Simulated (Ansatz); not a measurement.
CdSe:
```yaml
crystal:
  lattice:
    - [4.38292, 0.00000, 0.00000]
    - [-2.19146, 3.79572, 0.00000]
    - [0.00000, 0.00000, 7.15369]
  atoms:
    - { symbol: Cd, position: [0.66667, 0.33333, 0.00048] }
    - { symbol: Cd, position: [0.33333, 0.66667, 0.50048] }
    - { symbol: Se, position: [0.66667, 0.33333, 0.62472] }
    - { symbol: Se, position: [0.33333, 0.66667, 0.12472] }
```

Relaxed with PBE. Special points in fractions of this cell's reciprocal vectors: Γ (0.000, 0.000, 0.000); M (0.500, 0.000, 0.000); K (0.333, 0.333, 0.000); A (0.000, 0.000, 0.500); L (0.500, 0.000, 0.500); H (0.333, 0.333, 0.500).

**Question.** List the band energies nearest the valence-band maximum at these points for plane-wave PAW PBE (Ansatz code).

**Answer.** In eV from the valence-band maximum; about four levels below and three above (degenerate sets whole), none deeper than 8.9 eV; points with the same levels are listed once.

```tsv
k	below	above
Γ	-0.69 -0.69 -0.04 0.00 0.00	0.54 2.15 5.86 5.86
M	-2.42 -1.67 -1.20 -0.68	3.09 3.34 4.79
K	-2.76 -1.70 -1.70 -1.52	4.34 4.55 4.55
A	-0.36 -0.36 -0.36 -0.36	2.26 2.26 5.76 5.76
L	-1.23 -1.23 -1.21 -1.21	2.90 2.90 4.84 4.84
H	-2.20 -2.20 -1.01 -1.01	3.66 3.66 5.81 5.81
```

Space group P6_3mc (wurtzite). The cell was relaxed with PBE under the symmetry of its start. Spin–orbit coupling is left out wherever it is not named.

Potentials: the later of the program's two PAW sets.
